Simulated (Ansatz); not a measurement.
## Al4Cd: start and end of a relaxation

The guess for Al4Cd was made by a generator: random cell by space group and Wyckoff sites (F-43m, No. 216). Lengths were set from tabulated atomic sizes, so they are only a guess.

start:

Space group F-43m (No. 216). a = 6.057 Å, b = 6.057 Å, c = 6.057 Å, α = 90.00°, β = 90.00°, γ = 90.00°
```csv
atom,site,symmetry,x,y,z
Al,16e,.3m,0.3662,0.1338,0.3662
Cd,4d,-43m,0.2500,0.2500,0.7500
```

Level of theory: DFT PBE, scalar-relativistic, plane waves, PAW in Ansatz 0.2.0. Cutoff 420 eV, Gaussian smearing, Γ-centred meshes. Cell and atoms relax first on a coarse mesh and then on a finer one. In between, the cell is made exact in the group found at 0.06 Å. In metals the finer mesh still leaves noise of several meV/atom or more. The steps can't lower the symmetry of their start. No spin polarisation.

end:

Space group F-43m (No. 216). a = 7.680 Å, b = 7.680 Å, c = 7.680 Å, α = 90.00°, β = 90.00°, γ = 90.00°
```tsv
atom	site	symmetry	x	y	z
Al	16e	.3m	0.3740	0.3740	0.1260
Cd	4d	-43m	0.2500	0.2500	0.7500
```

The symmetry stays F-43m (No. 216). The volume per atom grows by 103.8 %, from 11.1 to 22.6 Å³. The shortest distance goes from 1.99 Å (Al–Al) to 2.69 Å (Al–Al). The energy falls by about 3.4 eV/atom (the start's value is from the coarse mesh). The end is written in a standard setting, so origin, axes and order of atoms can differ from the start's.

| Item | Value |
| --- | --- |
| Volume per atom | 22.65 Å³ |
| Density | 3.23 g/cm³ |
| Energy over the elements | +0.32 eV/atom |
| Gap on the 8×8×8 mesh of the 5-atom cell | 0 eV (a metal) |

The zero of energy is the elements' standard structures at the same level; no fitted shifts are applied. The separate elements lie lower, so it is unstable against them.

The last run used Gaussian smearing of 0.10 eV. Symmetry constrained the relaxation, so the result can be a saddle point. In all, the 3 runs took 27 s on 1 thread of Intel(R) Xeon(R) Platinum 8559C (Emerald Rapids), on a shared host.
